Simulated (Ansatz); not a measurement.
SnO2 (rutile)

```yaml
crystal:
  lattice:
    - [4.82756, 0.00000, 0.00000]
    - [0.00000, 4.82756, 0.00000]
    - [0.00000, 0.00000, 3.23791]
  atoms:
    - { symbol: Sn, position: [0.00000, 0.00000, 0.00000] }
    - { symbol: Sn, position: [0.50000, 0.50000, 0.50000] }
    - { symbol: O, position: [0.30660, 0.30660, 0.00000] }
    - { symbol: O, position: [0.80660, 0.19340, 0.50000] }
    - { symbol: O, position: [0.19340, 0.80660, 0.50000] }
    - { symbol: O, position: [0.69340, 0.69340, 0.00000] }
```

Grid over V/V₀ and (c/a)/(c/a)₀, subscript 0 meaning the relaxed cell; the conventional c axis lies along z; no internal relaxation.

Method: PBE (plane waves to 420 eV, PAW, scalar-relativistic; Ansatz, a first-principles code). k mesh 7×7×10 (Γ-centred), Fermi-Dirac smearing 0.05 eV. E stands for the smeared free energy. As the atoms are clamped, bonds stretch with the cell, which overstates energies and stresses. SnO2 was relaxed with its symmetry unable to fall. The PAW data are Ansatz's earlier set. The zero of ΔE is the relaxed starting cell.

**Question.** What ΔE (meV/atom) does the calculation give at all points of the grid V/V₀ = 0.920, 0.960, 1.000, 1.040, 1.080 by (c/a)/(c/a)₀ = 0.880, 0.940, 1.000, 1.060, 1.120?

**Answer.** ΔE (meV/atom), with V/V₀ across and (c/a)/(c/a)₀ down:

```csv
(c/a)/(c/a)₀ \ V/V₀,0.920,0.960,1.000,1.040,1.080
0.880,199.0,131.1,95.2,84.8,94.7
0.940,95.2,43.0,21.1,23.2,44.3
1.000,53.7,12.4,0.0,10.5,38.9
1.060,58.3,23.5,16.7,32.0,64.4
1.120,96.8,64.7,60.1,76.9,110.4
```

(Under strain, the slope of the energy per volume gives the stress and its curvature an elastic modulus.)
